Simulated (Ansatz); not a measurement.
Co$_{4}$N in space group Pm-3m (No. 221; Co on 3d, Co on 1b, N on 1a) under volume change, PBEsol (plane waves, PAW; program Ansatz), scaled uniformly.

```csv
V (Å³/atom),E − E(relaxed) (meV/atom),P (GPa)
8.994,?,?
9.291,31.5,18.06
9.587,7.4,8.23
9.884,0.0,0.00
10.181,6.6,-6.92
10.477,24.9,-12.75
10.774,?,?
```

### Question
Some entries are withheld; supply them.

### Answer

- 10.774, E − E(relaxed) (meV/atom): 53.3
- 10.774, P (GPa): -17.77
- 8.994, E − E(relaxed) (meV/atom): 75.2
- 8.994, P (GPa): 29.48

### Question
What does a third-order Birch–Murnaghan fit give for V₀, B₀ and B′?

### Answer
V₀ = 9.89 Å³/atom, B₀ = 251 GPa, B′ = 4.6.

The first step of the workflow began from a Materials Project structure, measured or hypothetical; the Crystallography Open Database copy checked does not list it. Whether it is the stable phase at ambient conditions was not checked. The PBEsol relaxation kept the symmetry of its start; its stability against distortions is not shown here. The final state is ferromagnetic, chosen from 5 collinear starts compared on coarse meshes (ties went to the first, and starts can fall back to one state), not a proven ground state. No Hubbard U is applied.

Potentials: the later of the program's two PAW sets.
